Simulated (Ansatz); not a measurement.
Ansatz (a first-principles code) input:

Ansatz 0.2 input:
```yaml
crystal:
  lattice:
    - [3.7613712992, 0.0, 0.0]
    - [-1.8806856496, 3.2574430982, 0.0]
    - [0.0, 0.0, 6.2441989025]
  atoms:
    - { symbol: Ca, position: [0.3333333333, 0.6666666667, 0.25] }
    - { symbol: Ca, position: [0.6666666667, 0.3333333333, 0.75] }
kpoints:
  mp_grid: { grid: [26, 26, 14] }
hamiltonian:
  xc: lda
  pseudopotentials: { kind: paw }
scf:
  occupations: { method: fermi_dirac, width: 0.1 }
elastic: { mode: relaxed_ion, stencil: two_point, amplitude: 0.005, f_tol: 0.0005 }
```

Output (shortened):

```
Pseudopotentials: kind: paw
Pseudopotential: Ca, paw, valence charge 10
Functional definition: SPW92
Crystal: 2 atoms, lattice volume = 76.507 Å³
Basis set: ecut = 420 eV, 1521 PW (Γ)
Bands: 14, of which v1, the nominal top of the filled ones, is band 10 counted from 1 (9 counted from 0)
Symmetry: 24 space group operations
Space group: P63/mmc (ITA 194), of the structure as read, at distance tolerance 4.2e-5 Å
k-points: 560 of 9464
PAW frozen core: Ca, regenerated for the run's functional, and the local potential with it
Initial wavefunctions: pseudopotential atomic-orbital guess
Eigensolver: davidson
Functional: x = slater, c = lda
all-band conjugate gradients solve this SCF's bands
automatic band count: the SCF goes on with 18 bands, as 14 were too few: the levels above may hold too much charge
the search or the solves at the SCF's close seem to have found levels that the self-consistency loop had missed (the run counts 1) …
SCF 1 converged in 10 iterations: F = -3545.240657 eV  dr2 = 7.69e-15
Crystal: 2 atoms, lattice volume = 76.124 Å³
Basis set: ecut = 420 eV, 1517 PW (Γ)
Bands: 18, of which v1, the nominal top of the filled ones, is band 10 counted from 1 (9 counted from 0)
Symmetry: 8 space group operations
k-points: 1464 of 9464
Initial density: handed on by an earlier stage of this run
Initial wavefunctions: pseudopotential atomic-orbital guess (no wavefunctions were taken with the density)
SCF 2 converged in 10 iterations: F = -3545.240149 eV  dr2 = 1.21e-14
relax step   1: F+E_penalty+E_count = -3545.24014897 eV  Δ(F+E_penalty+E_count) = +0.000e0 eV  max|allowed force component| = 4.939e-3 eV/Å  Δτ_max = 0.0000 Å  (10 SCF iters, accepted)
density extrapolation: transplant  |δρ|_rms = 5.086e-3 e/Å³  SAD shift = 3.542e-3 e/Å³
Crystal: 2 atoms, lattice volume = 76.124 Å³
Initial wavefunctions: those handed on with the density
SCF 3 converged in 7 iterations: F = -3545.240170 eV  dr2 = 3.54e-14
relax step   2: F+E_penalty+E_count = -3545.24016973 eV  Δ(F+E_penalty+E_count) = -2.076e-5 eV  max|allowed force component| = 3.010e-3 eV/Å  Δτ_max = 0.0026 Å  (7 SCF iters, accepted)
density extrapolation: transplant  |δρ|_rms = 5.086e-3 e/Å³  SAD shift = 5.529e-3 e/Å³
Crystal: 2 atoms, lattice volume = 76.124 Å³
SCF 4 converged in 8 iterations: F = -3545.240182 eV  dr2 = 1.40e-14
relax step   3: F+E_penalty+E_count = -3545.24018185 eV  Δ(F+E_penalty+E_count) = -1.213e-5 eV  max|allowed force component| = 4.369e-5 eV/Å  Δτ_max = 0.0041 Å  (8 SCF iters, accepted)
Crystal: 2 atoms, lattice volume = 76.124 Å³
SCF 5 converged in 2 iterations: F = -3545.240182 eV  dr2 = 6.35e-15
Crystal: 2 atoms, lattice volume = 76.889 Å³
SCF 6 converged in 10 iterations: F = -3545.240704 eV  dr2 = 1.09e-14
relax step   1: F+E_penalty+E_count = -3545.24070399 eV  Δ(F+E_penalty+E_count) = +0.000e0 eV  max|allowed force component| = 4.933e-3 eV/Å  Δτ_max = 0.0000 Å  (10 SCF iters, accepted)
density extrapolation: transplant  |δρ|_rms = 5.022e-3 e/Å³  SAD shift = 8.885e-3 e/Å³
Crystal: 2 atoms, lattice volume = 76.889 Å³
SCF 7 converged in 8 iterations: F = -3545.240737 eV  dr2 = 4.45e-15
relax step   2: F+E_penalty+E_count = -3545.24073690 eV  Δ(F+E_penalty+E_count) = -3.291e-5 eV  max|allowed force component| = 9.158e-5 eV/Å  Δτ_max = 0.0066 Å  (8 SCF iters, accepted)
Crystal: 2 atoms, lattice volume = 76.889 Å³
SCF 8 converged in 2 iterations: F = -3545.240737 eV  dr2 = 1.98e-15
density extrapolation: transplant  |δρ|_rms = 5.053e-3 e/Å³  SAD shift = 3.466e-3 e/Å³
Crystal: 2 atoms, lattice volume = 76.124 Å³
SCF 9 converged in 7 iterations: F = -3545.240858 eV  dr2 = 5.32e-14
density extrapolation: first-order (α = -2.000)  |δρ|_rms = 5.053e-3 e/Å³  SAD shift = 3.440e-3 e/Å³
Crystal: 2 atoms, lattice volume = 76.889 Å³
SCF 10 converged in 6 iterations: F = -3545.239937 eV  dr2 = 4.19e-14
Crystal: 2 atoms, lattice volume = 76.506 Å³
Symmetry: 4 space group operations
k-points: 2472 of 9464
SCF 11 converged in 9 iterations: F = -3545.240611 eV  dr2 = 6.41e-14
relax step   1: F+E_penalty+E_count = -3545.24061123 eV  Δ(F+E_penalty+E_count) = +0.000e0 eV  max|allowed force component| = 8.866e-5 eV/Å  Δτ_max = 0.0000 Å  (9 SCF iters, accepted)
Crystal: 2 atoms, lattice volume = 76.506 Å³
SCF 12 converged in 2 iterations: F = -3545.240611 eV  dr2 = 2.96e-14
Crystal: 2 atoms, lattice volume = 76.506 Å³
SCF 13 converged in 9 iterations: F = -3545.240611 eV  dr2 = 6.56e-14
relax step   1: F+E_penalty+E_count = -3545.24061123 eV  Δ(F+E_penalty+E_count) = +0.000e0 eV  max|allowed force component| = 8.866e-5 eV/Å  Δτ_max = 0.0000 Å  (9 SCF iters, accepted)
Crystal: 2 atoms, lattice volume = 76.506 Å³
SCF 14 converged in 2 iterations: F = -3545.240611 eV  dr2 = 3.02e-14
SCF converged after 10 iterations
Free energy (F): -3545.240657 eV
Harris-Foulkes:  -3545.240657 eV  (|F-HF|=0.00e0)
Internal energy: -3545.155405 eV  (E = F + TS)
E sigma→0 (E₀):  -3545.198031 eV
Entropy (-TS):   -0.085252 eV (-42.626 meV/atom)
Fermi energy:    5.466448 eV
--- Per-component energies (eV) ---
  E_band       = -333.794209
  E_kinetic    = 551.961705
  E_local      = -1643.510142  (includes V_loc(G=0)·N_el)
  E_nonlocal   = 134.554288
  E_hartree    = 545.991717
  E_xc         = -268.050008
  E_vxc        = -336.876247  (∫ρ·V_xc dr)
  E_paw        = -1632.416697  (= ΣΔE_a)
  E_vpaw       = -131.907240  (= ΣTr[D̂ρ^β])
  E_aug_tail   = -0.000010  (compensation charges beyond the density's cutoff)
  E_ewald      = -1234.252590
  E_core_change = 0.566332  (= ΣΔE_core)
  E_smearing   = -0.085252  (= −TS)
  E_closure    = 0.000000  (closes the sum)
  Σ components = -3545.240657   (vs F -3545.240657, Δ=0.00e0)
--- Forces (eV/Å), atoms counted from 1 ---
  atom   1  Ca     0.00000000     0.00000000     0.00000000
  atom   2  Ca     0.00000000     0.00000000     0.00000000
  max |Σ_I F_I| component: 2.31e-18 eV/Å
--- Stress (GPa, compression-positive) ---
        0.115118       0.000000       0.000000
        0.000000       0.115118       0.000000
        0.000000       0.000000      -0.193258
  P = ⅓ Tr σ = 0.0123 GPa (0.123 kbar)
  The stress holds the Pulay correction. Without it, at fixed plane waves, as pw.x and ABINIT print it: P = 0.0105 GPa
  The stress includes an estimate of the error left by incomplete SCF convergence (largest component 0.0000 GPa).
--- Band table (eV; the first three rows and the last of 560) ---
  k-point 0: bands = ["-35.9719", "-35.9508", "-17.3036", "-17.1387", "-17.1387", "-17.1135", "-17.1135", "-17.1072", "1.2492", "4.3055", "5.3533", "7.6992", "7.7936", "7.7936", "8.1175", "8.1175", "8.6042", "8.6042"]
  k-point 1: bands = ["-35.9717", "-35.9510", "-17.3012", "-17.1384", "-17.1384", "-17.1138", "-17.1138", "-17.1098", "1.2725", "4.1950", "5.4449", "7.6773", "7.7865", "7.7865", "8.1045", "8.1045", "8.6289", "8.6289"]
  k-point 2: bands = ["-35.9709", "-35.9518", "-17.2941", "-17.1375", "-17.1375", "-17.1172", "-17.1147", "-17.1147", "1.3422", "3.9370", "5.6491", "7.6128", "7.7693", "7.7693", "8.0681", "8.0681", "8.6979", "8.6979"]
  k-point 559: bands = ["-35.9431", "-35.9431", "-17.2743", "-17.2743", "-17.2383", "-17.2383", "-17.1473", "-17.1473", "5.5722", "5.5722", "5.8688", "5.8688", "6.0398", "6.0398", "8.2838", "8.2838", "9.5361", "9.5361"]
  band table: 18 of 18 bands, residual norms ≤ 1.0e-3 eV
--- Elastic constants: 3 strain directions × 2 members + reference (group order 24) ---
  dense FFT box of the reference and of every strained cell: 27×27×45
  strains applied: 11, 33, 23; error gains …
  C = ∂σ_k/∂η_j (tension-positive GPa; Voigt order 11 22 33 23 13 12):
        33.034     16.608      8.104      0.000      0.000      0.000
        16.608     33.034      8.104      0.000      0.000      0.000
         7.791      7.791     43.418      0.000      0.000      0.000
         0.000      0.000      0.000      7.609      0.000      0.000
         0.000      0.000      0.000      0.000      7.609      0.000
         0.000      0.000      0.000      0.000      0.000      8.213
  reference stress σ⁰ (GPa):     -0.115     -0.115      0.193      0.000      0.000      0.000
  moduli (Voigt/Reuss/Hill, GPa): K = 19.39/19.38/19.38   G = 9.82/8.87/9.34   E = 24.15   ν = 0.292
  mechanically stable: yes (min eigenvalue of sym C = 7.61 GPa)
  strain η (Voigt 11):  stress-route row diagonal C_11 = 33.03 GPa, energy-path curvature d²(F+E_count+ΔE)/dδ²/Ω₀ = 33.03 GPa
         δ    σ_11 (GPa)             F (eV)   n_scf  n_hpsi   n_pw
    -5.000e-3      -0.2837       -3545.2401819       2  230882   1517   relax 3 steps, max|allowed force component| 4.37e-5 eV/Å
     5.000e-3       0.0466       -3545.2407369       2  231030   1527   relax 2 steps, max|allowed force component| 9.16e-5 eV/Å
  strain η (Voigt 33):  stress-route row diagonal C_33 = 43.42 GPa, energy-path curvature d²(F+E_count+ΔE)/dδ²/Ω₀ = 43.42 GPa
         δ    σ_33 (GPa)             F (eV)   n_scf  n_hpsi   n_pw
    -5.000e-3      -0.0248       -3545.2408580       7  160324   1521   relax 0 steps, max|allowed force component| 1.27e-17 eV/Å
     5.000e-3       0.4094       -3545.2399367       6  141498   1527   relax 0 steps, max|allowed force component| 3.70e-17 eV/Å
  strain η (Voigt 23):  stress-route row diagonal C_44 = 7.61 GPa, energy-path curvature d²(F+E_count+ΔE)/dδ²/Ω₀ = 7.59 GPa
         δ    σ_23 (GPa)             F (eV)   n_scf  n_hpsi   n_pw
    -5.000e-3      -0.0380       -3545.2406112       2  391193   1521   relax 1 steps, max|allowed force component| 8.87e-5 eV/Å
     5.000e-3       0.0380       -3545.2406112       2  391174   1521   relax 1 steps, max|allowed force component| 8.87e-5 eV/Å
```

Cost: very roughly 17 core-minutes on shared cores.

Space group P6_3/mmc (hcp (Mg type)). The workflow started from an entry of the Crystallography Open Database (COD, 723 K), which files this formula under 3 space groups. It is not the phase usual at ambient conditions (space group No. 225). The cell was relaxed with LDA under the symmetry of its start; whether a distortion lowers the energy is not shown. As this level gives no gap, shear constants depend on the k-mesh and smearing (Fermi–Dirac, 0.1 eV here). Axis ratios of metals converge slowly with the k-mesh, so a and c are less sure than the volume.

Potentials: the later of the program's two PAW sets.

Ansatz is a plane-wave DFT program.
